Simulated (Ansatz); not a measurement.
MgCdS2:
```
CELL_PARAMETERS angstrom
      3.71478     0.00000     0.00000
      0.00000     3.71478     0.00000
      0.00000     0.00000     5.25971
ATOMIC_POSITIONS crystal
  Mg 0.50000 0.50000 0.50000
  Cd 0.00000 0.00000 0.00000
  S  0.00000 0.00000 0.50000
  S  0.50000 0.50000 0.00000
```

Relaxed with LDA. Special points in fractions of this cell's reciprocal vectors: Γ (0.000, 0.000, 0.000); X (0.000, 0.500, 0.000); M (0.500, 0.500, 0.000); Z (0.000, 0.000, 0.500); R (0.000, 0.500, 0.500); A (0.500, 0.500, 0.500).

**Question.** List the band energies nearest the Fermi level at these points for LDA in the plane-wave PAW code Ansatz.

**Answer.** In eV from the Fermi level; about four levels below and three above (degenerate sets whole), none deeper than 8.9 eV; points with the same levels are listed once.

```
k                          below           above
-  -----------------------------  --------------
Γ  -2.61 -2.61 -0.95 -0.95 -0.95  0.42 2.20 4.32
X        -3.32 -2.65 -1.45 -0.17  4.33 4.48 6.00
M        -2.61 -2.61 -2.51 -0.12  1.70 4.54 4.54
Z        -2.03 -2.03 -1.59 -1.59  3.20 3.79 4.70
R        -1.35 -1.23 -0.13 -0.03  3.24 3.36 5.56
A        -3.67 -3.67 -3.46 -3.18  3.62 4.14 6.66
```

Space group P4/mmm. The first step of the workflow began from a Materials Project structure, measured or hypothetical; the Crystallography Open Database copy checked does not list it. With Mg and Cd taken as one species the cell has the higher symmetry Fm-3m, so it may be an ordered model of a mixed-site phase. Its standing as an ambient phase is unchecked. The LDA relaxation kept the symmetry of its start; of distortions, only those at the zone centre were tested. The Fermi level of a semimetal is unsure by some 0.05 eV on such meshes. Scalar-relativistic: spin–orbit coupling is off unless named, which matters more the heavier the elements.

Potentials: the later of the program's two PAW sets.
